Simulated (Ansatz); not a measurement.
TlHg:
```xyz
2
Lattice="3.7483 0.0000 0.0000 0.0000 3.7483 0.0000 0.0000 0.0000 3.7483" Properties=species:S:1:pos:R:3 pbc="T T T"
Tl     1.8741     1.8741     1.8741
Hg     0.0000     0.0000     0.0000
```

Relaxed with PBEsol. Special points in fractions of this cell's reciprocal vectors: Γ (0.000, 0.000, 0.000); X (0.000, 0.500, 0.000); M (0.500, 0.500, 0.000); R (0.500, 0.500, 0.500).

Question: List the band energies nearest the Fermi level at these points for plane-wave PAW PBEsol with spin–orbit coupling (Ansatz code).

Answer: In eV from the Fermi level; about four levels below and three above (degenerate sets whole), none deeper than 8.9 eV; points with the same levels are listed once.

```json
[
 {"k": "Γ", "below": "-6.13 -6.13 -6.13 -6.13 -5.79 -5.79", "above": "0.66 0.66 1.11 1.11"},
 {"k": "X", "below": "-6.00 -6.00 -5.10 -5.10", "above": "4.60 4.60 5.07 5.07"},
 {"k": "M", "below": "-2.38 -2.38 -2.22 -2.22", "above": "6.29 6.29 7.55 7.55"},
 {"k": "R", "below": "-3.75 -3.75 -1.46 -1.46", "above": "0.96 0.96 1.33 1.33"}
]
```

Space group Pm-3m (CsCl type). The workflow started from an entry of the Crystallography Open Database (COD). Whether it is the stable phase at ambient conditions was not checked. Symmetry was held in the PBEsol relaxation. At this level the phase is mechanically unstable.

Potentials: the later of the program's two PAW sets.
